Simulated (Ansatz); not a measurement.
Zr₃HRh:
Space group Pm-3m (No. 221); a = b = c = 4.350 Å, α = β = γ = 90.00°

```csv
atom,site,symmetry,x,y,z
Rh,1a,m-3m,0.0000,0.0000,0.0000
Zr,3c,4/mm.m,0.0000,0.5000,0.5000
H,1b,m-3m,0.5000,0.5000,0.5000
```

Relaxed with r²SCAN.

Q: Tabulate the valence density and the electron localisation function along the shortest Zr–Zr contact (3.08 Å), r²SCAN in the plane-wave PAW code Ansatz.

A: 

| distance from Zr (Å) | density (e/Å³) | ELF |
|---|---|---|
| 0.31 | 4.22 | 0.48 |
| 0.46 | 3.99 | 0.73 |
| 0.62 | 2.96 | 0.80 |
| 0.77 | 1.74 | 0.74 |
| 0.92 | 0.88 | 0.54 |
| 1.08 | 0.44 | 0.27 |
| 1.23 | 0.27 | 0.16 |
| 1.38 | 0.21 | 0.17 |
| 1.54 | 0.20 | 0.20 |
| 1.69 | 0.21 | 0.17 |
| 1.85 | 0.27 | 0.16 |
| 2.00 | 0.44 | 0.27 |
| 2.15 | 0.88 | 0.54 |
| 2.31 | 1.74 | 0.74 |
| 2.46 | 2.96 | 0.80 |
| 2.61 | 3.99 | 0.73 |
| 2.77 | 4.22 | 0.48 |

The density is the valence pseudo-density with augmentation charge, so density and ELF within about 1 Å of a nucleus are not all-electron values.

The start of the workflow was typed in or built on a structure type; neither database checked (COD, Materials Project) lists it. Its standing as an ambient phase is unchecked. Symmetry was held in the r²SCAN relaxation. At this level the phase is mechanically unstable. The run is not spin-polarised.

Potentials: the earlier of the program's two PAW sets.
